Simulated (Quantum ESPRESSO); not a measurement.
## Calculated data, CaMgZn₂O₄ (made-up cell)

All values are calculated (Quantum ESPRESSO 7.5). Calculation on a made-up crystal cell, not a measurement: periodic Kohn-Sham density functional theory in plane waves with PseudoDojo standard norm-conserving scalar-relativistic pseudopotentials, each functional with its own files (v0.5 for PBE, v0.4.1 for LDA and PBEsol), no spin polarisation, no spin-orbit coupling, atoms not relaxed, stress positive in tension, energies less a fixed whole-eV offset for each atom's element; levels are Kohn-Sham levels at fractions of this cell's reciprocal vectors, counted from the reference band (half the neutral cell's valence electrons, rounded up) at Gamma; error bars cover cutoff and k-mesh only, not smearing or the files; each bar is the largest change over components, and at least 0.002 eV, 0.002 eV per angstrom or 0.02 GPa; added strain carries the atoms with the cell, and shear is the tensor component; energies are for the whole cell, and the offsets were chosen from early runs and are not element reference energies.

```cif
# cell vector a (Å): 4.3174 0.0343 0.0587
# cell vector b (Å): 0.0343 4.3660 0.0009
# cell vector c (Å): 0.0587 0.0009 4.3572
data_CaMgZn2O4
_symmetry_space_group_name_H-M 'P 1'
_symmetry_Int_Tables_number 1
_cell_length_a 4.3179
_cell_length_b 4.3661
_cell_length_c 4.3576
_cell_angle_alpha 89.970
_cell_angle_beta 88.449
_cell_angle_gamma 89.095
_cell_volume 82.11
loop_
_atom_site_label
_atom_site_type_symbol
_atom_site_fract_x
_atom_site_fract_y
_atom_site_fract_z
_atom_site_occupancy
Ca1 Ca 0.00568 0.00451 0.01195 1
Mg1 Mg 0.98242 0.49932 0.50576 1
Zn1 Zn 0.49123 0.00788 0.51966 1
Zn2 Zn 0.49422 0.50604 0.99622 1
O1 O 0.50053 0.01379 0.00418 1
O2 O 0.48364 0.51958 0.49232 1
O3 O 0.98653 0.00807 0.49339 1
O4 O 0.99055 0.50466 0.98931 1
_calc_lattice_type 'rocksalt'
_calc_functional 'pbe'
_calc_cutoff 1143  # eV
_calc_fermi_dirac_smearing 0.025  # eV
_calc_scf_tolerance 1e-07  # eV
_calc_electrons_removed 0
_calc_added_strain_kind 'uniform'
_calc_added_strain 0.0245
_calc_k_mesh '4 x 4 x 4, shifted by half a step'
_calc_structure_shown 'before the added strain of 0.0245'
_calc_free_energy_less_offsets 0.7709  # eV
_calc_scf_iterations 12
_calc_smearing_term_minus_ts 0  # eV
_calc_pressure 1.163  # GPa
_calc_stress_xx -1.532  # GPa
_calc_stress_yy -0.3737  # GPa
_calc_stress_zz -1.584  # GPa
_calc_stress_yz 0.09225  # GPa
_calc_stress_xz 2.688  # GPa
_calc_stress_xy 1.345  # GPa
_calc_error_bar_energy 0.002  # eV
_calc_error_bar_stress 0.04281  # GPa
_calc_error_bar_force 0.004845  # eV/angstrom
_calc_error_bars_from 'tighter rerun of a related cell'
```

Atoms:
```tsv
atoms element	atom site	atom energy offset (eV)
Ca	1	-1055
Mg	2	-1617
Zn	3	-5687
Zn	4	-5687
O	5	-452
O	6	-452
O	7	-452
O	8	-452
```

Forces:
```tsv
site	x (eV/Å)	y (eV/Å)	z (eV/Å)
1	-0.4169	-0.07229	-0.7421
2	0.1203	0.1857	-0.1109
3	0.1046	-0.07204	-0.24
4	0.04706	-0.02476	0.1818
5	0.02697	0.0254	-0.2477
6	0.1084	-0.2008	0.1496
7	0.03626	0.1095	0.9544
8	-0.02678	0.04932	0.05484
```
